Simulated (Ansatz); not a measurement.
Computed frozen-phonon scan: SiO2 (space group P4_32_12)

Starting cell, SiO2 (space group P4_32_12):

```
CELL_PARAMETERS angstrom
      4.94583     0.00000     0.00000
      0.00000     4.94583     0.00000
      0.00000     0.00000     6.87356
ATOMIC_POSITIONS crystal
  Si 0.19586 0.19586 0.00000
  Si 0.30414 0.69586 0.75000
  Si 0.80414 0.80414 0.50000
  Si 0.69586 0.30414 0.25000
  O  0.61285 0.73741 0.68310
  O  0.76259 0.11285 0.43310
  O  0.38715 0.26259 0.18310
  O  0.23741 0.88715 0.93310
  O  0.11285 0.76259 0.56690
  O  0.26259 0.38715 0.81690
  O  0.88715 0.23741 0.06690
  O  0.73741 0.61285 0.31690
```

A phonon eigenvector at Γ is frozen into this cell: atom i moves by Q times the vector below, so Q is the largest atomic displacement, in Å. The cell is held.

```csv
atom,x,y,z
Si1,0.419,0.419,0.000
Si2,-0.419,0.419,0.000
Si3,-0.419,-0.419,0.000
Si4,0.419,-0.419,0.000
O5,0.780,0.186,-0.598
O6,-0.186,0.780,-0.598
O7,-0.780,-0.186,-0.598
O8,0.186,-0.780,-0.598
O9,0.780,-0.186,0.598
O10,-0.186,-0.780,0.598
O11,-0.780,0.186,0.598
O12,0.186,0.780,0.598
```

All values below come from LDA (plane waves to 420 eV, PAW, scalar-relativistic; Ansatz, an electronic-structure program). k mesh 6×6×4 (Γ-centred), Fermi-Dirac smearing 0.05 eV. Energies are smeared free energies. Stress and pressure are positive under compression. SiO2 was relaxed with its symmetry unable to fall. ΔE is measured from the undisplaced structure.

```
Q (Å)   ΔE (meV/cell)  −dE/dQ from forces (eV/Å)  P (GPa)
------  -------------  -------------------------  -------
-0.100           3756                     78.507     10.6
-0.083           2572                     63.712      7.3
-0.067           1628                     49.851      4.6
-0.050            907                     36.722      2.5
-0.033            400                     24.154      1.1
-0.017            100                     11.976      0.3
0.000               0                      0.001      0.0
0.017              99                    -11.938      0.3
0.033             399                    -24.003      1.2
0.050             901                    -36.378      2.8
0.067            1614                    -49.222      4.9
0.083            2545                    -62.692      7.6
0.100            3708                    -76.971     10.9
```

What the scan shows:

| Item | Result |
|---|---|
| Energy at Q = 0.100 Å | 3708 meV/cell |
| Space group of the distorted cell | P4_32_12 (No. 96), as undistorted: a fully symmetric mode |
| Shape of the curve | a single well with its minimum at or next to zero displacement |
| Harmonic wavenumber from the curvature (finite differences) | 1078 cm⁻¹ |
| Wavenumber by perturbation theory (DFPT, on another k mesh) | 1078 cm⁻¹ |

The 13 points together took roughly 2.2 core-minutes.

(For displaced atoms, the force is minus the slope of the energy, and its curvature is a force constant, which sets phonon frequencies.)
